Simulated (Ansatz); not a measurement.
## Field gradients of PbO2 from run to run

Cell of run 1: a COD entry, taken as it stands.

Space group P4_2/mnm (No. 136); a = 4.9578, c = 3.3878 Å.

| site | Wyckoff | site symmetry | x | y | z |
| --- | --- | --- | --- | --- | --- |
| Pb | 2a | m.mm | 0.0000 | 0.0000 | 0.0000 |
| O | 4f | m.2m | 0.3067 | 0.3067 | 0.0000 |

One atom of each set is listed.

Relaxed positions (PBE, cell held):

Pb (0.0000, 0.0000, 0.0000)
O (0.3067, 0.3067, 0.0000)

All runs are DFT with Ansatz 0.2.0 (plane waves and PAW, scalar-relativistic unless spin–orbit coupling is named, Γ-centred meshes, Fermi–Dirac smearing where given) in this cell.

Run 1: PBE, atoms as given; 420 eV, 5×5×7 k-points, smearing 0.02 eV.
Run 2: r2SCAN, at the relaxed atoms; 500 eV, 5×5×7 k-points, smearing 0.02 eV.
Run 3: PBEsol, at the relaxed atoms; 420 eV, 5×5×7 k-points, smearing 0.02 eV.

| run | Pb V_zz (η) | O V_zz (η) |
| --- | --- | --- |
| 1 | 13.38 (0.49) | -12.65 (0.20) |
| 2 | 13.27 (0.49) | -12.56 (0.19) |
| 3 | ? | ? |

V_zz in 10²¹ V/m².

(1) Estimate the row of run 3.

Results:

(1) Pb: 13.43 (0.49); O: -12.56 (0.20). It lies nearest to run 1, from whose tensors on these sites it differs by 0.09 at most (largest principal value of the difference, on O).

Leaving out spin–orbit coupling shifts gradients on Pb by a few per cent in wide-gap crystals, and can shift them far more where the calculated gap is small or absent, as here. In runs 1, 2, 3 the gap is small for the k-mesh or the smearing, and small gradients can still move by 0.1 × 10²¹ V/m² or more. The cell isn't the equilibrium one in run 1 (calculated pressure 9 GPa), and the entry's cell may itself be off.
